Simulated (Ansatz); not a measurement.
## BAs, first-principles data

BAs:
```
CELL_PARAMETERS angstrom
      6.53375     0.00000     0.00000
      0.00000     3.37944     0.00000
      0.00000     0.00000     5.62096
ATOMIC_POSITIONS crystal
  B  0.16023 0.25000 0.40078
  B  0.33977 0.75000 0.90078
  B  0.83977 0.75000 0.59922
  B  0.66023 0.25000 0.09922
  As 0.83646 0.25000 0.39133
  As 0.66354 0.75000 0.89133
  As 0.16354 0.75000 0.60867
  As 0.33646 0.25000 0.10867
```

Space group Pnma (No. 62); conventional cell a = 6.5338 Å, b = 3.3794 Å, c = 5.6210 Å, α = 90.00°, β = 90.00°, γ = 90.00°.

Method: plane-wave PAW LDA (Ansatz code). Geometry: relaxed at this level of theory. Other levels are named where they apply.

Cell and energy:

| Property | Result |
|---|---|
| Volume per atom | 15.51 Å³ |
| Density | 4.59 g/cm³ |
| Formation energy from the elements (no fitted shifts) | 0.25 eV/atom |

Electronic structure:

| Quantity | Result |
|---|---|
| Band gap | 0.38 eV (indirect) |
| Valence-band maximum | at Γ |
| Conduction-band minimum | at U (k = 0.500, 0.000, 0.500 in fractions of the reciprocal vectors) |
| Smallest direct gap on the standard path | 1.06 eV |
| Hole effective mass | 0.16, 0.47, 0.87 mₑ (principal values) |

Mechanics:

| Quantity | Value |
|---|---|
| Bulk modulus (Birch–Murnaghan fit) | 111 GPa |
| Pressure derivative B′ | 2.9 |
| Elastic constants (relaxed ions, GPa) | C11 = 146, C22 = 253, C33 = 222, C12 = 58.4, C13 = 115, C23 = 39.5, C44 = 82.6, C55 = 98.8, C66 = 64.0 |
| Mechanical stability | stable (all eigenvalues of C positive) |
| Hill bulk and shear moduli | 115 and 69.3 GPa |
| Young's modulus | 173 GPa |
| Poisson's ratio | 0.25 |
| Debye temperature from the elastic constants | 515 K |

Dielectric response:

| Property | Value |
|---|---|
| Electronic dielectric constant ε∞ (DFPT) | 9.25 (xx), 9.30 (yy), 8.34 (zz) |
| Static dielectric constant ε0 (ions relaxed, cell fixed) | 9.42 (xx), 9.37 (yy), 8.44 (zz) |
| Born charges (a third of the trace) | B -0.32, As +0.32 e |

Phonons:

| Item | Value |
|---|---|
| Highest zone-centre frequency (without LO–TO term) | 803 cm⁻¹ |
| Zone-centre stability | no imaginary mode at Γ |
| Dynamical stability on the path | stable (no imaginary branch) |
| Zero-point energy | 78.5 meV/atom |
| Vibrational entropy at 300 K | 17.1 J/(K·mol of atoms) |

The start of the workflow was typed in or built on a structure type; neither database checked (COD, Materials Project) lists it. It is not the phase usual at ambient conditions (space group No. 216). The LDA relaxation kept the symmetry of its start. The volume moved by 23 % from the start of the relaxation. Its formation energy is positive at this level, so the cell may be metastable or incomplete. The references are the lowest solids computed at this level, not always the standard phases. Scalar-relativistic: spin–orbit coupling is off unless named, which matters more the heavier the elements.

Potentials: the later of the program's two PAW sets.
